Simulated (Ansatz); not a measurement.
# A plane-wave run on AgIr$_{2}$

The input, for Ansatz 0.2.0 (plane waves, PAW):

```yaml
crystal:
  lattice:
    - [5.335404, 0.0, 0.0]
    - [-2.667702, 4.6206, 0.0]
    - [0.0, 0.0, 8.654936]
  atoms:
    - { symbol: Ir, position: [0.0, 0.0, 0.0] }
    - { symbol: Ir, position: [0.0, 0.0, 0.5] }
    - { symbol: Ir, position: [0.82807, 0.65614, 0.25] }
    - { symbol: Ir, position: [0.17193, 0.82807, 0.75] }
    - { symbol: Ir, position: [0.34386, 0.17193, 0.25] }
    - { symbol: Ir, position: [0.17193, 0.34386, 0.75] }
    - { symbol: Ir, position: [0.82807, 0.17193, 0.25] }
    - { symbol: Ir, position: [0.65614, 0.82807, 0.75] }
    - { symbol: Ag, position: [0.3333, 0.6667, 0.0677] }
    - { symbol: Ag, position: [0.6666, 0.3333, 0.5677] }
    - { symbol: Ag, position: [0.3333, 0.6667, 0.4323] }
    - { symbol: Ag, position: [0.6667, 0.3334, 0.9323] }
  symmetry: { tolerance: 0.0003 }
kpoints:
  mp_grid: { grid: [7, 7, 4], shift: [0, 0, 0] }
magnetization:
  spin_polarized: false
scf:
  occupations: { method: fermi_dirac }
  lower_state_search: "off"
  max_iter: 200
hamiltonian:
  pseudopotentials: { kind: paw }
  xc: pbesol
basis:
  ecutwfc: 420
  fft_grid_basis: typed
output:
  forces: true
  stress: true
  eigenvalues: true
  bader: true
  populations: true
  elf: true
  write_potential: true
  volumetric_format: npy
  dos:
    e_range: [-12, 8]
    de: 0.05
    projected: { site_lists: { Ag: [Ag], Ir: [Ir] } }
checkpoint:
  read: saved_state
```

The run starts from an earlier solution of this cell. 

Parts of the output:

```
SCF iter   1: F=—  Δρ=5.21e-3  dr2=4.73e-2
SCF iter   2: F=—  Δρ=2.51e-3  dr2=1.25e-2
SCF iter   3: F=—  Δρ=4.27e-4  dr2=4.77e-4
SCF iter   4: F=—  Δρ=1.03e-4  dr2=2.12e-5
SCF iter   5: F=—  Δρ=3.15e-5  dr2=2.67e-6
SCF iter   6: F=—  Δρ=7.73e-6  dr2=2.48e-7
SCF iter   7: F=-124474.4330 eV  Δρ=2.25e-6  dr2=1.48e-8
Free energy (F): -124474.4330 eV
Harris-Foulkes:  -124474.4330 eV  (|F-HF|=8.06e-9)
Internal energy: -124473.8654 eV  (E = F + TS)
E sigma→0 (E₀):  -124474.1492 eV
Entropy (-TS):   -0.5676 eV (-47.300 meV/atom)
Fermi energy:    17.7815 eV
--- Per-component energies (eV) ---
  E_band       = -2440.7363
  E_kinetic    = 7052.5225
  E_local      = -20143.5583  (includes V_loc(G=0)·N_el)
  E_nonlocal   = 949.5742
  E_hartree    = 8263.8060
  E_xc         = -2842.2181
  E_vxc        = -3302.4008  (∫ρ·V_xc dr)
  E_paw        = -88050.5261  (= ΣΔE_a)
  E_vpaw       = -3524.4908  (= ΣTr[D̂ρ^β])
  E_aug_tail   = 0.0017  (compensation charges beyond the density's cutoff)
  E_ewald      = -29706.8804
  E_core_change = 3.4132  (= ΣΔE_core)
  E_smearing   = -0.5676  (= −TS)
--- Forces (eV/Å), atoms counted from 1 ---
  atom   1  Ir     0.0000     0.0000     0.0000
  atom   2  Ir     0.0000     0.0000     0.0000
  atom   3  Ir     0.0000     0.2734     0.0000
  atom   4  Ir    -0.2368     0.1367     0.0000
  atom   5  Ir    -0.2368    -0.1367     0.0000
  atom   6  Ir     0.0000    -0.2734     0.0000
  atom   7  Ir     0.2368    -0.1367     0.0000
  atom   8  Ir     0.2368     0.1367     0.0000
  atom   9  Ag     0.0000     0.0000     0.0956
  atom  10  Ag     0.0000     0.0000     0.0956
  atom  11  Ag     0.0000     0.0000    -0.0956
  atom  12  Ag     0.0000     0.0000    -0.0956
--- Stress (GPa, compression-positive) ---
      -19.1639       0.0000       0.0000
        0.0000     -19.1639       0.0000
        0.0000       0.0000     -21.2848
  P = ⅓ Tr σ = -19.8709 GPa (-198.709 kbar)
--- Löwdin populations: 12 sites ---
  site symbol       q [e]
     0     Ir     16.8559
     1     Ir     16.8559
     2     Ir     16.9755
     3     Ir     16.9755
     4     Ir     16.9755
     5     Ir     16.9755
     6     Ir     16.9755
     7     Ir     16.9755
     8     Ag     18.6541
     9     Ag     18.6541
    10     Ag     18.6541
    11     Ag     18.6541
  spilling = 0.0086 (of n_electrons = 212.0000)
--- Bader charges: 12 sites ---
  site symbol  charge [e]  shift [e]
     0     Ir     -0.0691     0.0002
     1     Ir     -0.0691     0.0002
     2     Ir     -0.1647     0.0001
     3     Ir     -0.1647     0.0001
     4     Ir     -0.1647     0.0001
     5     Ir     -0.1647     0.0001
     6     Ir     -0.1647     0.0001
     7     Ir     -0.1647     0.0001
     8     Ag      0.2815     0.0000
     9     Ag      0.2815     0.0000
    10     Ag      0.2815     0.0000
    11     Ag      0.2815     0.0000
```

Total energies depend on the potentials used, so only differences within one code and one set of settings carry meaning.

Origin: a known structure type with other elements, at an estimated volume, so it need not be a known compound. Caveats: many states at the Fermi level without spin polarisation, so a magnetic state may lie lower; atoms or cell far from equilibrium.
